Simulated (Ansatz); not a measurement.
**Electric field gradients in MnAs**

The cell is an entry of the Crystallography Open Database (COD; perhaps a calculated or model structure) whose atoms were relaxed with PBE, the cell held.

```yaml
crystal:
  lattice:
    - [3.71000, 0.00000, 0.00000]
    - [-1.85500, 3.21295, 0.00000]
    - [0.00000, 0.00000, 5.69100]
  atoms:
    - { symbol: Mn, position: [0.00000, 0.00000, 0.00000] }
    - { symbol: Mn, position: [0.00000, 0.00000, 0.50000] }
    - { symbol: As, position: [0.33333, 0.66667, 0.25000] }
    - { symbol: As, position: [0.66667, 0.33333, 0.75000] }
```

Sites (sets of like atoms) are named by element and the number of their first atom in this list.

Computed with Ansatz: DFT, PBE+U (U = 4.9 eV on Mn d), plane waves and PAW, scalar-relativistic, collinear spin, 420 eV cutoff, Γ-centred 10×10×6 k-points, Fermi–Dirac smearing 0.05 eV. Start moments as typed (μB): 4 -4 0 0 by atom.

V_zz is the principal component of the electric field gradient with the largest magnitude, η = (V_xx − V_yy)/V_zz and C_Q = eQV_zz/h.

Mn-55: I = 5/2, Q = 330.0 mb; As-75: I = 3/2, Q = 311.0 mb. Q values from Pyykkö, Mol. Phys. 116, 1328 (2018).

| site | atoms (order as listed) | first shell | V_zz (10²¹ V/m²) | η | C_Q (MHz) |
| --- | --- | --- | --- | --- | --- |
| Mn | 1, 2 | 6 As at 2.57 Å; also 2 Mn at 2.85 Å | -0.70 | 0.00 | -5.55 |
| As | 3, 4 | 6 Mn at 2.57 Å | 7.06 | 0.00 | 53.1 |

An axis of threefold or higher order runs through Mn and As, so V_zz lies along it and η is zero.

At this cell the PBE+U pressure is 14 GPa, so with PBE+U the cell would grow if it were relaxed. The entry's cell may itself be off. Runs of this kind can end above the lowest electronic state. The run finds no gap above 0.1 eV (a metal, or nearly one), so the gradients can move by 10 % or more with the k-mesh. The magnetic order is the one that the run reached from its start moments, not necessarily the measured one; the program found signs of a lower order.

The run took 45 s of wall time (45 s of CPU time) and 0.7 GiB at its peak, on 1 thread of Arm Neoverse V2 (aarch64; 28 cores open to the job, memory cap 3.0 GiB, no GPU), a shared host with a load of 0.8 a core.
